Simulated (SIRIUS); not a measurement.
Consider a self-consistent single point of CdS (F-43m, 8 atoms in the cell; from Materials Project mp-2469, changed as shown).

```
CELL_PARAMETERS angstrom
      6.00363     0.00000     0.00000
      0.00000     6.00363     0.00000
      0.00000     0.00000     6.00363
ATOMIC_POSITIONS crystal
  Cd 0.00000 0.00000 0.00000
  Cd 0.00000 0.50000 0.50000
  Cd 0.50000 0.00000 0.50000
  Cd 0.50000 0.50000 0.00000
  S  0.25000 0.25000 0.75000
  S  0.25000 0.75000 0.25000
  S  0.75000 0.25000 0.25000
  S  0.75000 0.75000 0.75000
```

All values come from this method and carry its errors: LDA (PW92), GBRV LDA ultrasoft pseudopotentials (plane waves; SIRIUS).

SIRIUS settings:

```
key                                                                   value
--------------------------------------  -----------------------------------
parameters.ngridk                                                     6 6 6
parameters.xc_functionals                           [XC_LDA_X, XC_LDA_C_PW]
parameters.gk_cutoff                                           6.325 1/bohr
parameters.pw_cutoff                                          14.143 1/bohr
parameters.smearing                                             fermi_dirac
parameters.smearing_width                                     0.00183747 Ha
potentials                              GBRV LDA ultrasoft pseudopotentials
parameters.electronic_structure_method                      pseudopotential
parameters.num_bands                                                     43
parameters.num_mag_dims                                                   0
parameters.num_dft_iter                                                 100
parameters.energy_tol                                              1e-07 Ha
parameters.density_tol                                                1e-06
mixer.type                                                         anderson
mixer.beta                                                              0.7
mixer.use_hartree                                                     false
```

Results:

| Property | Result |
|---|---|
| Number of valence electrons | 72 |
| Number of bands | 43 |
| Number of k-points after the program's reduction | 20 |
| Number of plane waves (most at a k-point) | 6302 |
| Number of SCF iterations | 29 |
| FFT grid | 54 × 54 × 54 |
| Free energy E − TS | -7548.5734 eV |
| Gap on the k-point mesh | 0.65 eV |
| Pressure | -6.39 GPa |

Stress (GPa, positive for compression):
```
-6.39   0.00   0.00
 0.00  -6.39   0.00
 0.00   0.00  -6.39
```

The gap is read on the k-point mesh of the run and can differ from the gap over the whole zone at this level.

For comparison: a first run was changed to give this one (lattice scaled by 1.02), and from it to this one the free energy rises by 48.5 meV/atom, the pressure goes from -3.82 to -6.39 GPa and the gap on the mesh goes from 0.776 to 0.650 eV.

The structure comes from a collection of computed structures, made at another level of theory; the collection holds predicted forms beside known ones.

Cost on one core: around 3 core-minutes (rough).
